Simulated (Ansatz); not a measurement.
Input and command of a plane-wave DFT calculation in Ansatz:

```yaml
crystal:
  lattice:
    - [4.3703299597, 0.0, 0.0]
    - [0.0, 4.3703299597, 0.0]
    - [0.0, 0.0, 4.3703299597]
  atoms:
    - { symbol: "Y", position: [0.0, 0.0, 0.0] }
    - { symbol: Hf, position: [0.0, 0.5, 0.5] }
    - { symbol: Hf, position: [0.5, 0.0, 0.5] }
    - { symbol: Hf, position: [0.5, 0.5, 0.0] }
basis:
  ecutwfc: 420
kpoints:
  mp_grid: { grid: [4, 4, 4] }
hamiltonian:
  xc: pbe
scf:
  occupations: { method: gaussian, width: 0.1 }
  lower_state_search: "off"
output:
  forces: true
  stress: true
  eigenvalues: true
relax:
  adjacent_minimum: "off"
  f_tol: 0.04
  max_steps: 70
  cell: { stress_tol: 0.4 }
```

```bash
ansatz run input.yaml --threads 1 --pin off --max-ram 2560MiB --backend cpu --events-out ev --progress --plain --runs-dir out
```

Processor: Intel(R) Xeon(R) Platinum 8259CL CPU @ 2.50GHz (Skylake/Cascade Lake), 1 thread, on a host shared with other jobs.

Task: Estimate time, memory and problem size.

Result: About 17 s on 1 thread of Intel(R) Xeon(R) Platinum 8259CL CPU @ 2.50GHz (Skylake/Cascade Lake), with other jobs on the host, peak memory 0.45 GiB. It solves 54 bands at 10 k points (the mesh reduced by the symmetry that the task leaves, which can be less than the crystal's) with about 1863 plane waves (on the last cell), in 23 SCF iterations over 4 ionic steps.
